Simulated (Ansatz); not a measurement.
Input and command of a plane-wave DFT calculation in Ansatz:

```yaml
crystal:
  lattice:
    - [0.0, 2.8719565913, 4.0609466201]
    - [2.8719565913, 0.0, 4.0609466201]
    - [2.8719565913, 2.8719565913, 0.0]
  atoms:
    - { symbol: Hg, position: [0.0, 0.0, 0.0] }
    - { symbol: Te, position: [0.75, 0.75, 0.75] }
basis:
  ecutwfc: 420
kpoints:
  mp_grid: { grid: [14, 14, 14] }
hamiltonian:
  xc: lda
scf:
  occupations: { method: gaussian, width: 0.2 }
output:
  forces: true
  stress: true
  eigenvalues: true
```

```bash
ansatz run input.yaml --threads 1 --pin off --max-ram 2560MiB --backend cpu --events-out ev --progress --plain --runs-dir out
```

Processor: Arm Neoverse V2, 1 thread, on a host shared with other jobs.

Problem. How long does it run, and how much memory does it take?

Solution. About 30 s on 1 thread of Arm Neoverse V2, with other jobs on the host, peak memory 0.58 GiB. It solves 22 bands at 244 k points (the mesh reduced by the symmetry that the task leaves, which can be less than the crystal's) with about 1329 plane waves, in 7 SCF iterations.
